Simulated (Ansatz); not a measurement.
# Band table of Ni (fcc type)

```
CELL_PARAMETERS angstrom
0.00000 1.75905 1.75905
1.75905 0.00000 1.75905
1.75905 1.75905 0.00000
ATOMIC_POSITIONS crystal
Ni 0.00000 0.00000 0.00000
```

The cell comes from a relaxation on PAW files under the same functional.

All numbers are PBE results (scalar-relativistic) from Ansatz 0.2.0, with a Γ-centred 18×18×18 k mesh, Fermi–Dirac smearing of 0.05 eV, spin-polarised from start moments Ni 1 μB. Methods: LAPW: all electrons, basis error target 1 meV/atom.

The magnetic state is the one reached from the start moments; other orders weren't searched.

Path points, in fractions of the reciprocal vectors: Γ (0.000, 0.000, 0.000), X (0.500, 0.000, 0.500), U (0.625, 0.250, 0.625), K (0.375, 0.375, 0.750), L (0.500, 0.500, 0.500), W (0.500, 0.250, 0.750). The distance column jumps between branches of the path. Levels in eV from the Fermi level, spin up; bands 5 to 11, counted from the lowest band of the run. The gap is zero, the pressure -0.03 GPa.

```
# k(1/Å) point b5 b6 b7 b8 b9 b10 b11
0.000 Γ -9.12 -2.46 -2.46 -2.46 -1.26 -1.26 23.46
0.255 - -8.85 -2.56 -2.39 -2.39 -1.35 -1.23 22.92
0.510 - -8.08 -2.82 -2.17 -2.17 -1.58 -1.13 21.90
0.765 - -6.90 -3.19 -1.83 -1.82 -1.82 -0.99 20.27
1.021 - -5.60 -3.58 -1.77 -1.40 -1.40 -0.83 18.03
1.276 - -4.83 -3.93 -0.96 -0.96 -0.75 -0.68 14.23
1.531 - -4.69 -4.16 -0.61 -0.61 -0.58 1.13 10.82
1.786 X -4.70 -4.24 -0.55 -0.48 -0.48 2.33 9.14
1.876 - -4.68 -4.23 -0.56 -0.56 -0.49 2.45 9.15
1.966 - -4.63 -4.20 -0.76 -0.60 -0.50 2.75 9.17
2.057 - -4.54 -4.14 -1.03 -0.67 -0.53 3.18 9.21
2.147 - -4.43 -4.07 -1.32 -0.76 -0.57 3.71 9.24
2.237 - -4.30 -3.98 -1.62 -0.87 -0.61 4.30 9.14
2.327 - -4.16 -3.87 -1.89 -0.98 -0.67 4.94 8.32
2.417 U -4.01 -3.76 -2.15 -1.10 -0.74 5.63 7.20
3.511 K -4.01 -3.76 -2.15 -1.10 -0.74 5.63 7.20
3.782 - -3.70 -3.39 -2.75 -1.44 -0.99 3.99 7.92
4.052 - -4.02 -3.06 -2.93 -1.66 -1.30 1.53 10.49
4.323 - -5.15 -3.12 -2.52 -1.73 -1.63 0.03 13.34
4.594 - -6.64 -2.99 -2.26 -1.96 -1.64 -0.78 16.41
4.864 - -7.96 -2.76 -2.24 -2.22 -1.48 -1.16 19.63
5.135 - -8.82 -2.55 -2.40 -2.38 -1.33 -1.25 22.50
5.405 Γ -9.12 -2.46 -2.46 -2.46 -1.26 -1.26 23.46
5.626 - -8.92 -2.51 -2.42 -2.42 -1.28 -1.28 22.73
5.847 - -8.34 -2.64 -2.31 -2.31 -1.31 -1.31 19.71
6.068 - -7.43 -2.77 -2.23 -2.23 -1.27 -1.27 16.08
6.289 - -6.34 -2.74 -2.25 -2.25 -1.10 -1.10 12.57
6.510 - -5.42 -2.33 -2.33 -2.23 -0.87 -0.87 9.38
6.731 - -5.00 -2.41 -2.41 -1.13 -0.68 -0.68 6.78
6.952 L -4.90 -2.44 -2.44 -0.61 -0.61 -0.40 5.59
7.132 - -4.82 -2.50 -2.38 -1.30 -0.62 0.43 5.62
7.313 - -4.57 -2.68 -2.22 -1.94 -0.64 1.48 5.70
7.493 - -4.22 -2.98 -2.39 -1.96 -0.68 2.66 5.87
7.674 - -3.83 -3.30 -2.70 -1.66 -0.71 3.94 6.17
7.854 - -3.57 -3.47 -2.93 -1.42 -0.67 5.33 6.64
8.035 - -3.74 -3.21 -3.07 -1.34 -0.55 6.74 7.26
8.215 W -3.80 -3.11 -3.11 -1.33 -0.48 7.64 7.64
8.342 - -3.86 -3.42 -2.76 -1.28 -0.48 6.59 8.74
8.470 - -4.01 -3.67 -2.37 -1.14 -0.48 5.60 9.59
8.598 - -4.21 -3.88 -1.93 -0.96 -0.48 4.67 9.42
8.725 - -4.40 -4.04 -1.47 -0.80 -0.48 3.83 9.30
8.853 - -4.56 -4.15 -1.02 -0.66 -0.48 3.09 9.21
8.980 - -4.66 -4.22 -0.64 -0.58 -0.48 2.55 9.16
9.108 X -4.70 -4.24 -0.55 -0.48 -0.48 2.33 9.14
```
